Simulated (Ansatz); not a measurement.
## Ti5Si at several levels of theory

One geometry, relaxed with PBE, and single points on it; plane waves with PAW potentials in Ansatz, scalar-relativistic unless the row names spin-orbit coupling. No spin polarisation. Meshes are on the primitive cell of 6 atoms. Gaps are the least over mesh and band path; pressure is positive in compression. Smearing is Gaussian, 0.10 eV.

```cif
data_structure
_symmetry_space_group_name_H-M 'R32:H'
_symmetry_Int_Tables_number 155
_cell_length_a 5.0485
_cell_length_b 5.0485
_cell_length_c 13.3151
_cell_angle_alpha 90.000
_cell_angle_beta 90.000
_cell_angle_gamma 120.000
_cell_volume 293.90
loop_
_atom_site_label
_atom_site_type_symbol
_atom_site_symmetry_multiplicity
_atom_site_Wyckoff_symbol
_atom_site_fract_x
_atom_site_fract_y
_atom_site_fract_z
_atom_site_occupancy
Ti1 Ti 6 c 0.33333 0.66667 0.81803 1
Ti2 Ti 9 d 0.60456 0.00000 0.00000 1
Si1 Si 3 b 0.66667 0.33333 0.83333 1
```

| level | cutoff (eV) | k mesh | gap (eV) | pressure (GPa) | rough cost with bands (core-min) |
| --- | --- | --- | --- | --- | --- |
| PBE | 420 | 12×12×12 | 0 | 0.0 | 7 |

Question: What does LDA give on the same cell?

Answer:
```csv
level,cutoff (eV),k mesh,gap (eV),pressure (GPa),rough cost with bands (core-min)
LDA,420,12×12×12,0,-8.5,7
```